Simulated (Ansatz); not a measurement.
Ta (bcc (W type), space group No. 229), a = 3.286 Å, b = 3.286 Å, c = 3.286 Å, α = 90.00°, β = 90.00°, γ = 90.00°; the cell used has 1 atom.

Relaxed with PBE+D3(BJ).

Task: Which orbitals make up the states near the Fermi level in PBE+D3(BJ) in the plane-wave PAW code Ansatz?

Result: Within 0.5 eV of the Fermi level: Ta 5d 85 %, Ta 6s 8 %, outside the projected shells 5 %. Projections are on Löwdin-orthogonalised atomic valence shells; empty p or d shells of many metals are not among them.

Task: Tabulate the density of states.

Result: States/eV per cell of 1 atom, in 0.25 eV bins, energy from the Fermi level.

```
E (eV)  total  Ta 5d  Ta 6s  Ta 5p
------  -----  -----  -----  -----
-7.85    0.01   0.00   0.01   0.00
-7.60    0.03   0.00   0.03   0.00
-7.35    0.05   0.00   0.04   0.00
-7.10    0.06   0.00   0.05   0.00
-6.85    0.07   0.00   0.06   0.00
-6.60    0.08   0.00   0.07   0.00
-6.35    0.10   0.00   0.08   0.00
-6.10    0.11   0.01   0.09   0.00
-5.85    0.12   0.01   0.10   0.00
-5.60    0.14   0.02   0.11   0.00
-5.35    0.16   0.03   0.13   0.01
-5.10    0.19   0.04   0.14   0.01
-4.85    0.23   0.06   0.16   0.01
-4.60    0.30   0.11   0.18   0.01
-4.35    0.59   0.34   0.23   0.01
-4.10    0.63   0.39   0.22   0.01
-3.85    0.66   0.44   0.20   0.01
-3.60    0.76   0.56   0.18   0.01
-3.35    0.84   0.66   0.16   0.01
-3.10    1.00   0.83   0.14   0.02
-2.85    1.15   1.00   0.13   0.02
-2.60    0.74   0.66   0.06   0.01
-2.35    0.47   0.43   0.03   0.01
-2.10    0.36   0.34   0.01   0.01
-1.85    0.35   0.33   0.01   0.01
-1.60    1.43   1.38   0.01   0.02
-1.35    2.14   2.06   0.02   0.03
-1.10    1.38   1.31   0.03   0.02
-0.85    1.30   1.20   0.05   0.02
-0.60    1.32   1.18   0.07   0.02
-0.35    1.86   1.59   0.16   0.03
-0.10    1.52   1.29   0.14   0.02
0.15     1.09   0.93   0.08   0.01
0.40     0.87   0.75   0.06   0.01
0.65     0.61   0.50   0.04   0.01
0.90     0.34   0.25   0.03   0.00
1.15     0.31   0.24   0.02   0.00
1.40     0.30   0.25   0.01   0.00
1.65     0.30   0.28   0.01   0.00
1.90     0.48   0.45   0.02   0.00
2.15     0.64   0.60   0.02   0.00
2.40     0.69   0.65   0.02   0.00
2.65     0.73   0.70   0.02   0.00
2.90     0.81   0.76   0.02   0.00
3.15     0.91   0.87   0.02   0.00
3.40     1.03   0.99   0.02   0.00
3.65     1.05   1.00   0.02   0.00
3.90     1.12   1.08   0.02   0.00
4.15     1.12   1.09   0.01   0.00
4.40     1.06   1.03   0.02   0.00
4.65     1.27   1.21   0.04   0.00
```

Space group Im-3m (bcc (W type)). The PBE+D3(BJ) relaxation kept the symmetry of its start. The run is not spin-polarised. The pairwise dispersion correction was not fitted to metals. Scalar-relativistic: spin–orbit coupling is off unless named, which matters more the heavier the elements.

Potentials: the later of the program's two PAW sets.
